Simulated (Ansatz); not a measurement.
Consider the following.

AlNi:
```cif
data_AlNi
_chemical_formula_sum 'Ni1 Al1'
_space_group_name_H-M_alt 'P 1'
_space_group_IT_number 1
_cell_length_a 3.39353
_cell_length_b 3.39353
_cell_length_c 3.39353
_cell_angle_alpha 60.000
_cell_angle_beta 60.000
_cell_angle_gamma 60.000
loop_
_space_group_symop_operation_xyz
  'x, y, z'
loop_
_atom_site_label
_atom_site_type_symbol
_atom_site_fract_x
_atom_site_fract_y
_atom_site_fract_z
_atom_site_occupancy
Ni1 Ni 0.00000 0.00000 0.00000 1
Al1 Al 0.50000 0.50000 0.50000 1
```

This is the PBEsol-relaxed structure.

All from PBEsol (plane waves, PAW; program Ansatz), unless another level is named. Estimate the highest zone-centre frequency.

286 cm^-1.

Next, the bulk modulus (Birch–Murnaghan fit)?

121 GPa.

What about the elastic constants (relaxed ions, GPa)?

C11 = 254, C12 = 55.2, C44 = -29.3.

Space group Fm-3m (rock salt). The start of the workflow was typed in or built on a structure type; neither database checked (COD, Materials Project) lists it. It is not the phase usual at ambient conditions (space group No. 221). The PBEsol relaxation kept the symmetry of its start. At this level the phase is mechanically unstable. The workflow began spin-polarised and lost its moments. As this level gives no gap, shear constants depend on the k-mesh and smearing (Fermi–Dirac, 0.1 eV here). As this level gives no gap, phonon frequencies hold no LO–TO term and depend on the k-mesh and smearing (Fermi–Dirac, 0.1 eV here).

Potentials: the earlier of the program's two PAW sets. The files were generated under PBE; for other functionals the program regenerates the frozen cores, and for LDA and PBEsol the local potential too.
